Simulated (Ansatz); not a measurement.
Consider the following.

TiSi:
```cif
data_Si2Ti2
_chemical_formula_sum 'Ti2 Si2'
_space_group_name_H-M_alt 'Cmmm'
_space_group_IT_number 65
_space_group_name_Hall '-C 2 2'
_cell_length_a 3.60886
_cell_length_b 4.13225
_cell_length_c 3.78914
_cell_angle_alpha 90.000
_cell_angle_beta 90.000
_cell_angle_gamma 90.000
loop_
_atom_site_label
_atom_site_type_symbol
_atom_site_symmetry_multiplicity
_atom_site_Wyckoff_symbol
_atom_site_fract_x
_atom_site_fract_y
_atom_site_fract_z
_atom_site_occupancy
Ti1 Ti 2 b 0.00000 0.50000 0.00000 1
Si1 Si 2 d 0.50000 0.50000 0.50000 1
```
(The calculation used a cell of 2 atoms; values per cell refer to that cell.)

This is the PBEsol-relaxed structure.

### Question
All from PBEsol (plane waves, PAW; program Ansatz), unless another level is named. Predict the Hill bulk and shear moduli.

### Answer
143 and 57.2 GPa.

### Question
Give the highest zone-centre frequency.

### Answer
10.89 THz.

The workflow started from a Materials Project entry (that database holds measured and hypothetical structures alike); the Crystallography Open Database copy checked does not list it. COD files the formula under space group No. 25, so this cell is another polymorph or a model. Its standing as an ambient phase is unchecked. The PBEsol relaxation kept the symmetry of its start; of distortions, only those at the zone centre were tested. No spin polarisation was allowed. As this level gives no gap, shear constants depend on the k-mesh and smearing (Fermi–Dirac, 0.1 eV here). As this level gives no gap, phonon frequencies hold no LO–TO term and depend on the k-mesh and smearing (Fermi–Dirac, 0.1 eV here).

Potentials: the later of the program's two PAW sets.
